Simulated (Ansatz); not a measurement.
Consider the following.

Ga3Ni2:
```
Ga3Ni2
1.0
    4.02186     0.00000     0.00000
   -2.01093     3.48303     0.00000
    0.00000     0.00000     4.84826
Ga Ni
3 2
Direct
  0.66667   0.33333   0.35938
  0.33333   0.66667   0.64062
  0.00000   0.00000   0.00000
  0.66667   0.33333   0.85799
  0.33333   0.66667   0.14201
```

This is the r²SCAN-relaxed structure.

Q: All from DFT-r²SCAN in the program Ansatz with PAW potentials, unless another level is named. Estimate the formation energy from the elements (no fitted shifts).

A: -0.43 eV/atom.

Q: Next, the density of states at the Fermi level?

A: 0.26 states/eV per atom (mean over ±0.08 eV).

Space group P-3m1 (La2O3 or Ni2Al3 type). The workflow started from a Materials Project entry (that database holds measured and hypothetical structures alike); the Crystallography Open Database files this formula in space group No. 164, but the cells were not matched. Whether it is the stable phase at ambient conditions was not checked. The cell was relaxed with r²SCAN under the symmetry of its start; whether a distortion lowers the energy is not shown. No spin polarisation was allowed. The references are the lowest solids computed at this level, not always the standard phases. Spin–orbit coupling is left out wherever it is not named.

Potentials: the later of the program's two PAW sets.
